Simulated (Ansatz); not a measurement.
Zn2C (antifluorite) under strain

Zn2C built on the antifluorite prototype, relaxed with r2SCAN in the plane-wave code Ansatz. Space group Fm-3m (No. 225), cubic; a = 5.156 Å in the conventional setting, 11.42 Å³ an atom. C is surrounded by 8 Zn at 2.23 Å; Zn is surrounded by 4 C at 2.23 Å.

The axes x, y and z are those of this cell:
```
C Zn
1.0
     0.00000    2.57795    2.57795
     2.57795    0.00000    2.57795
     2.57795    2.57795    0.00000
C Zn
1 2
Direct
  0.00000 0.00000 0.00000
  0.25000 0.25000 0.25000
  0.75000 0.75000 0.75000
```

Unstrained: The HSE06 gap is direct at Γ: 0.747 eV. Meshes: HSE06 6×6×6. Strains are changes of length per length. After each strain the atoms were relaxed again with r2SCAN within the symmetry that the strain leaves, so tilts or polar shifts that break it weren't tested; points keep the names that they have in the unstrained zone. The cell comes from a prototype generator: it can be a known phase or a hypothetical one. Spin polarisation is off.

Changes of the least gap in eV (an overlap counts as a negative gap):
```csv
strain,volume change (%),space group,HSE06
uniaxial -2.93 % along x,-2.9,I4/mmm,+0.047
isotropic -5.19 % on every length,-14.8,Fm-3m,+0.779
uniaxial -3.57 % along [111],-3.6,R-3m,+0.098
```

Uniaxial -2.93 % along x, other directions held. HSE06: the gap goes from 0.747 to 0.794 eV (+0.047 eV); with HSE06 the top three valence levels at Γ, degenerate before, become 1+2 from the top over 158 meV.

Isotropic -5.19 % on every length. HSE06: the gap goes from 0.747 to 1.526 eV (+0.779 eV). For HSE06, dE_g/d ln V = -4.9 eV over this step.

Uniaxial -3.57 % along [111], other directions held. HSE06: the gap goes from 0.747 to 0.845 eV (+0.098 eV); with HSE06 the top three valence levels at Γ, degenerate before, become 1+2 from the top over 57 meV.

The meshes of the hybrids are coarse, so their gaps aren't converged to the digits shown.

The splittings at Γ are without spin-orbit coupling, which regroups them where it is of like size or larger.
